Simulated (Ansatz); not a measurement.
NaF (rock salt)

```
NaF
1.0
    0.00000     2.35078     2.35078
    2.35078     0.00000     2.35078
    2.35078     2.35078     0.00000
F Na
1 1
Direct
  0.00000   0.00000   0.00000
  0.50000   0.50000   0.50000
```

The slice is a {100} plane (indices of the conventional cell) through the point (0.000, 0.000, 0.000) (fractional), spanned by u = [100] and v = [0 1 -1] in vectors of this cell: u (3.32 Å) and v (3.32 Å, at 90° to u). It covers one period; positions are fractions (u, v).

The numbers are results of PBE (plane waves to 420 eV, PAW, scalar-relativistic; Ansatz, a first-principles code), not measurements. k mesh 12×12×12. Near the nuclei the fields are pseudised (PAW); where an atom keeps semicore shells as valence, they peak there. NaF was relaxed with its symmetry unable to fall. The relaxed volume of NaF is well above the measured one; the method has no dispersion term.

Three fields on this plane, each scaled to ten steps between its own extremes (0 low, 9 high; the total valence density on a logarithmic scale, the potential cut 8 eV below its top; x marks points blanked near nuclei; v = 0 in the bottom row):

Map A
```
|xxxxxxxxx86320002368xxxxxxxx|
|xxxxxxxxx85310001358xxxxxxxx|
|xxxxxxxx9753100013579xxxxxxx|
|xxxxxxxx8643211123468xxxxxxx|
|xxxxxxx976433333334679xxxxxx|
|xxxxxx986555xxxxx555689xxxxx|
|xxxxx98766xxxxxxxxx66789xxxx|
|xxx987666xxxxxxxxxxx666789xx|
|88876656xxxxxxxxxxxxx6566788|
|6655445xxxxxxxxxxxxxxx544556|
|3333335xxxxxxxxxxxxxxx533333|
|121123xxxxxxxxxxxxxxxxx32112|
|000013xxxxxxxxxxxxxxxxx31000|
|000013xxxxxxxxxxxxxxxxx31000|
|000013xxxxxxxxxxxxxxxxx31000|
|121123xxxxxxxxxxxxxxxxx32112|
|3333335xxxxxxxxxxxxxxx533333|
|6655445xxxxxxxxxxxxxxx544556|
|88876656xxxxxxxxxxxxx6566788|
|xxx987666xxxxxxxxxxx666789xx|
|xxxxx98766xxxxxxxxx66789xxxx|
|xxxxxx986555xxxxx555689xxxxx|
|xxxxxxx976433333334679xxxxxx|
|xxxxxxxx8643211123468xxxxxxx|
|xxxxxxxx9753100013579xxxxxxx|
|xxxxxxxxx85310001358xxxxxxxx|
|xxxxxxxxx86320002368xxxxxxxx|
|xxxxxxxxx86310001368xxxxxxxx|
```

Map B
```
|xxxxxxxxx95200000259xxxxxxxx|
|xxxxxxxxx84100000148xxxxxxxx|
|xxxxxxxx9620000000269xxxxxxx|
|xxxxxxxx7310000000137xxxxxxx|
|xxxxxxx731000000000137xxxxxx|
|xxxxxx831000xxxxx000138xxxxx|
|xxxxx73100xxxxxxxxx00137xxxx|
|xxx973100xxxxxxxxxxx001379xx|
|99863100xxxxxxxxxxxxx0013689|
|6542100xxxxxxxxxxxxxxx001245|
|2210000xxxxxxxxxxxxxxx000012|
|000000xxxxxxxxxxxxxxxxx00000|
|000000xxxxxxxxxxxxxxxxx00000|
|000000xxxxxxxxxxxxxxxxx00000|
|000000xxxxxxxxxxxxxxxxx00000|
|000000xxxxxxxxxxxxxxxxx00000|
|2210000xxxxxxxxxxxxxxx000012|
|6542100xxxxxxxxxxxxxxx001245|
|99863100xxxxxxxxxxxxx0013689|
|xxx973100xxxxxxxxxxx001379xx|
|xxxxx73100xxxxxxxxx00137xxxx|
|xxxxxx831000xxxxx000138xxxxx|
|xxxxxxx731000000000137xxxxxx|
|xxxxxxxx7310000000137xxxxxxx|
|xxxxxxxx9620000000269xxxxxxx|
|xxxxxxxxx84100000148xxxxxxxx|
|xxxxxxxxx95200000259xxxxxxxx|
|xxxxxxxxx96200000269xxxxxxxx|
```

Map C
```
|xxxxxxxxx99887878899xxxxxxxx|
|xxxxxxxxx99877777899xxxxxxxx|
|xxxxxxxx8887665667888xxxxxxx|
|xxxxxxxx8765443445678xxxxxxx|
|xxxxxxx775432111234577xxxxxx|
|xxxxxx765310xxxxx013567xxxxx|
|xxxxx76530xxxxxxxxx03567xxxx|
|xxx887530xxxxxxxxxxx035788xx|
|99987530xxxxxxxxxxxxx0357899|
|9998641xxxxxxxxxxxxxxx146899|
|9987530xxxxxxxxxxxxxxx035789|
|887642xxxxxxxxxxxxxxxxx24678|
|887641xxxxxxxxxxxxxxxxx14678|
|887541xxxxxxxxxxxxxxxxx14578|
|887641xxxxxxxxxxxxxxxxx14678|
|887642xxxxxxxxxxxxxxxxx24678|
|9987530xxxxxxxxxxxxxxx035789|
|9998641xxxxxxxxxxxxxxx146899|
|99987530xxxxxxxxxxxxx0357899|
|xxx887530xxxxxxxxxxx035788xx|
|xxxxx76530xxxxxxxxx03567xxxx|
|xxxxxx765310xxxxx013567xxxxx|
|xxxxxxx775432111234577xxxxxx|
|xxxxxxxx8765443445678xxxxxxx|
|xxxxxxxx8887665667888xxxxxxx|
|xxxxxxxxx99877777899xxxxxxxx|
|xxxxxxxxx99887878899xxxxxxxx|
|xxxxxxxxx99998889999xxxxxxxx|
```

Assign the maps to these fields: electron localisation function (ELF); valence electron density; electrostatic potential energy of an electron, from the cell's mean.

A is the valence electron density; B is the electron localisation function (ELF); C is the electrostatic potential energy of an electron, from the cell's mean.
